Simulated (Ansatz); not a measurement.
Ansatz (a program for electronic structure) input:

Ansatz 0.2 input:
```yaml
crystal:
  lattice:
    - [4.8689331536, 0.0, 0.0]
    - [0.0, 4.8689331536, 0.0]
    - [0.0, 0.0, 4.8689331536]
  atoms:
    - { symbol: Zn, position: [0.0, 0.5, 0.5] }
    - { symbol: Zn, position: [0.5, 0.5, 0.0] }
    - { symbol: Zn, position: [0.5, 0.0, 0.5] }
    - { symbol: Zn, position: [0.0, 0.0, 0.0] }
    - { symbol: O, position: [0.4124799074, 0.0875200926, 0.9124799074] }
    - { symbol: O, position: [0.5875200926, 0.9124799074, 0.0875200926] }
    - { symbol: O, position: [0.0875200926, 0.9124799074, 0.4124799074] }
    - { symbol: O, position: [0.9124799074, 0.0875200926, 0.5875200926] }
    - { symbol: O, position: [0.9124799074, 0.4124799074, 0.0875200926] }
    - { symbol: O, position: [0.0875200926, 0.5875200926, 0.9124799074] }
    - { symbol: O, position: [0.5875200926, 0.5875200926, 0.5875200926] }
    - { symbol: O, position: [0.4124799074, 0.4124799074, 0.4124799074] }
kpoints:
  mp_grid: { grid: [6, 6, 6] }
hamiltonian:
  xc: pbesol
  pseudopotentials: { kind: paw }
scf:
  occupations: { method: fixed }
phonons:
  method: dfpt
  response_accuracy: low
  eigenvectors: true
  rigid_motions: translations
  dielectric: true
```

Output (shortened):

```
zone centre: on kpoints.mp_grid the ground state, and the responses unless they are solved on pairs of k-points, stand on 112 of the mesh's 216 k-points, …
Pseudopotentials: kind: paw
Pseudopotential: Zn, paw, valence charge 12
Pseudopotential: O, paw, valence charge 6
Functional definition: PBEsol
Crystal: 12 atoms, lattice volume = 115.425 Å³
Basis set: ecut = 420 eV, 2301 PW (Γ), exchange–correlation on 72×72×72 points (8 copies of the dense FFT grid, shifted against one another)
Bands: 60, of which v1, the nominal top of the filled ones, is band 48 counted from 1 (47 counted from 0)
Symmetry: 24 space group operations
k-points: 112 of 216 (irreducible under 1 space group operation, time reversal used)
PAW frozen core: Zn, regenerated for the run's functional, and the local potential with it
PAW frozen core: O, regenerated for the run's functional, and the local potential with it
Initial wavefunctions: pseudopotential atomic-orbital guess
Eigensolver: davidson
Functional: x = pbesol(κ = 0.804, μ = 0.12345679012345678), c = pbesol(β = 0.046)
all-band conjugate gradients solve this SCF's bands
SCF 1 converged in 9 iterations: F = -17599.470295 eV  dr2 = 5.37e-11
── the response to a field inside a basis, on 6×6×6 k-points: an SCF that follows is theirs, and a resumed run solves both again ──
Crystal: 12 atoms, lattice volume = 115.425 Å³
Bands: 49, of which v1, the nominal top of the filled ones, is band 48 counted from 1 (47 counted from 0)
k-points: 11 of 216
Initial density: handed on by an earlier stage of this run
Initial wavefunctions: pseudopotential atomic-orbital guess (no wavefunctions were taken with the density)
Eigensolver: Dense (11 Hₖ)
all-band conjugate gradients don't solve this SCF's bands (scf.eigensolver.kind)
SCF 1 converged in 6 iterations: F = -17598.966358 eV  dr2 = 2.16e-8
SCF converged after 9 iterations
Free energy (F): -17599.470295 eV
Harris-Foulkes:  -17599.470295 eV  (|F-HF|=2.18e-11)
Internal energy: -17599.470295 eV  (E = F + TS)
E sigma→0 (E₀):  -17599.470295 eV
Fermi energy:    8.913152 eV
--- Per-component energies (eV) ---
  E_band       = 157.500242
  E_kinetic    = 1910.625651
  E_local      = -8545.823303  (includes V_loc(G=0)·N_el)
  E_nonlocal   = 2879.624741
  E_hartree    = 3382.967117
  E_xc         = -1115.575574
  E_vxc        = -945.529130  (∫ρ·V_xc dr)
  E_paw        = -8403.209933  (= ΣΔE_a)
  E_vpaw       = -1907.349901  (= ΣTr[D̂ρ^β])
  E_aug_tail   = 0.017500  (compensation charges beyond the density's cutoff)
  E_ewald      = -7711.568216
  E_core_change = 3.471723  (= ΣΔE_core)
  E_smearing   =  0.000000  (= −TS)
  E_closure    =  0.000000  (closes the sum)
  Σ components = -17599.470295   (vs F -17599.470295, Δ=0.00e0)
--- Band table (eV; the first three rows and the last of 112) ---
  k-point 0: bands = ["-13.7851", "-13.0095", "-13.0095", "-13.0095", "-7.1214", "-7.1214", "-7.1214", "-6.7042", "1.0112", "1.0112", "1.0112", "1.0358", "2.0696", "2.0696", "2.0696", "2.7850", "2.7850", "2.7850", "2.8750", "2.8750", "2.9855", "2.9855", …
  k-point 1: bands = ["-13.7334", "-13.0607", "-13.0026", "-13.0026", "-7.1336", "-7.1282", "-7.1123", "-6.7539", "0.9139", "0.9478", "0.9828", "1.0318", "1.9539", "2.0202", "2.1294", "2.4739", "2.7571", "2.7674", "2.8108", "2.8943", "2.9523", "3.0606", …
  k-point 2: bands = ["-13.5913", "-13.2019", "-12.9888", "-12.9887", "-7.1540", "-7.1446", "-7.0754", "-6.8718", "0.7048", "0.7532", "0.9420", "1.0397", "1.8525", "2.0343", "2.1322", "2.2498", "2.6194", "2.6932", "2.7272", "2.9042", "2.9524", "3.1742", …
  k-point 111: bands = ["-13.1312", "-13.1312", "-13.1312", "-13.1312", "-7.2877", "-7.2877", "-7.2877", "-7.2877", "0.9321", "0.9321", "0.9321", "0.9321", "1.7996", "1.7996", "1.7996", "1.7996", "1.9856", "1.9856", "1.9856", "1.9856", "3.6065", "3.6065", …
  band table: 60 of 60 bands, residual norms ≤ 1.0e-3 eV
--- Phonons (Γ-DFPT): 2 representative perturbations + reference, on 112 of 216 k-points (Σ response iterations 6) ---
  k mesh reduced under 1 symmetry operation, with k and −k counted as one. Each operation leaves every solved perturbation unchanged …
  ASR residual: 3.556e-4 → 0.000e0 eV/Å²; symmetrization residual: 2.761e-4 eV/Å²
  ASR residual per site (eV/Å²): 3.56e-4 3.56e-4 3.56e-4 3.56e-4 9.46e-5 9.46e-5 9.46e-5 9.46e-5 9.46e-5 9.46e-5 9.46e-5 9.46e-5
  Γ frequencies (cm⁻¹): 0.00 0.00 0.00 126.90 126.90 127.04 127.04 127.04 142.81 189.58 189.58 189.58 260.60 260.60 260.60 294.67 333.17 333.17 333.17 356.52 356.52 391.61 391.61 391.61 410.74 410.74 412.22 412.22 412.22 458.31 458.31 458.31 864.56 864.56 864.56 868.21
  ε∞ (high-frequency dielectric tensor):
        4.243478     0.000000     0.000000
        0.000000     4.243478     0.000000
        0.000000     0.000000     4.243478
  ε⁰ (static dielectric tensor: ions relaxed, cell fixed):
       10.579719     0.000000     0.000000
        0.000000    10.579719     0.000000
        0.000000     0.000000    10.579719
  ε⁰ − ε∞ (ionic part):
        6.336241     0.000000     0.000000
        0.000000     6.336241     0.000000
        0.000000     0.000000     6.336241
  softest optical mode at Γ: 126.90 cm⁻¹; the repairs (sum rule, projections) moved no ω² at Γ by more than (13.14 cm⁻¹)²
  Born effective charges Z* (e; rows j = field, columns β = displacement):
    site 0:
         2.34800   -0.07746   -0.08265
         0.08265    2.34800   -0.07746
         0.07746    0.08265    2.34800
    site 1:
         2.34800   -0.07746    0.08265
         0.08265    2.34800    0.07746
        -0.07746   -0.08265    2.34800
    site 2:
         2.34800    0.07746    0.08265
        -0.08265    2.34800   -0.07746
        -0.07746    0.08265    2.34800
    site 3:
         2.34800    0.07746   -0.08265
        -0.08265    2.34800    0.07746
         0.07746   -0.08265    2.34800
    site 4:
        -1.17400   -0.11752    0.13166
        -0.13166   -1.17400   -0.11752
         0.11752   -0.13166   -1.17400
    site 5:
        -1.17400   -0.11752    0.13166
        -0.13166   -1.17400   -0.11752
         0.11752   -0.13166   -1.17400
    site 6:
        -1.17400   -0.11752   -0.13166
        -0.13166   -1.17400    0.11752
        -0.11752    0.13166   -1.17400
    site 7:
        -1.17400   -0.11752   -0.13166
        -0.13166   -1.17400    0.11752
        -0.11752    0.13166   -1.17400
    site 8:
        -1.17400    0.11752   -0.13166
         0.13166   -1.17400   -0.11752
        -0.11752   -0.13166   -1.17400
    site 9:
        -1.17400    0.11752   -0.13166
         0.13166   -1.17400   -0.11752
        -0.11752   -0.13166   -1.17400
    site 10:
        -1.17400    0.11752    0.13166
         0.13166   -1.17400    0.11752
         0.11752    0.13166   -1.17400
    site 11:
        -1.17400    0.11752    0.13166
         0.13166   -1.17400    0.11752
         0.11752    0.13166   -1.17400
  Z* charge neutrality: 2.523e-3 e pre-enforcement
  solved inside a basis spanned on kpoints, on 6×6×6 k-points, its susceptibility summed on 10×10×10: ε∞ is read to err by 2.4e-2, Z* by 1.4e-2 e (field_mesh …
  optical modes at Γ without the LO–TO term, one row a degenerate level:
      ω (cm⁻¹)  modes    IR ((D/Å)²/amu)
        126.90      2             0.0000
        127.04      3             0.5109
        142.81      1             0.0000
        189.58      3             1.6425
        260.60      3            57.5598
        294.67      1             0.0000
        333.17      3             9.7460
        356.52      2             0.0000
        391.61      3             0.0000
        410.74      2             0.0000
        412.22      3             2.7180
        458.31      3             0.0000
        864.56      3             0.0000
        868.21      1             0.0000
  optical modes at Γ + LO–TO along q̂ = [1.0000, 0.0000, 0.0000]:
      ω (cm⁻¹)  modes    IR ((D/Å)²/amu)
        126.90      2             0.0000
        127.04      2             0.3406
        128.03      1             0.0199
        142.81      1             0.0000
        189.58      2             1.0950
        191.21      1             0.0364
        260.60      2            38.3732
        294.67      1             0.0000
        318.50      1             0.9962
        333.17      2             6.4973
        356.52      2             0.0000
        391.61      3             0.0000
        395.12      1             5.9509
        410.74      2             0.0000
        412.22      2             1.8120
        441.78      1            17.0556
        458.31      3             0.0000
        864.56      3             0.0000
        868.21      1             0.0000
  optical modes at Γ + LO–TO along q̂ = [0.0000, 1.0000, 0.0000]:
      ω (cm⁻¹)  modes    IR ((D/Å)²/amu)
        126.90      2             0.0000
        127.04      2             0.3406
        128.03      1             0.0199
        142.81      1             0.0000
        189.58      2             1.0950
        191.21      1             0.0364
        260.60      2            38.3732
        294.67      1             0.0000
        318.50      1             0.9962
        333.17      2             6.4973
        356.52      2             0.0000
        391.61      3             0.0000
        395.12      1             5.9509
        410.74      2             0.0000
        412.22      2             1.8120
        441.78      1            17.0556
        458.31      3             0.0000
        864.56      3             0.0000
        868.21      1             0.0000
  optical modes at Γ + LO–TO along q̂ = [0.0000, 0.0000, 1.0000]:
      ω (cm⁻¹)  modes    IR ((D/Å)²/amu)
        126.90      2             0.0000
        127.04      2             0.3406
        128.03      1             0.0199
        142.81      1             0.0000
        189.58      2             1.0950
        191.21      1             0.0364
        260.60      2            38.3732
        294.67      1             0.0000
        318.50      1             0.9962
        333.17      2             6.4973
        356.52      2             0.0000
        391.61      3             0.0000
        395.12      1             5.9509
        410.74      2             0.0000
        412.22      2             1.8120
        441.78      1            17.0556
        458.31      3             0.0000
        864.56      3             0.0000
        868.21      1             0.0000
```

Cost: roughly 8 core-minutes on shared cores.

Space group Pa-3. The workflow started from a Materials Project entry (that database holds measured and hypothetical structures alike); the Crystallography Open Database copy checked does not list it. Its standing as an ambient phase is unchecked. The cell was relaxed with PBEsol under the symmetry of its start; its stability against distortions is not shown here.

Potentials: the later of the program's two PAW sets.

Ansatz is a plane-wave DFT program.
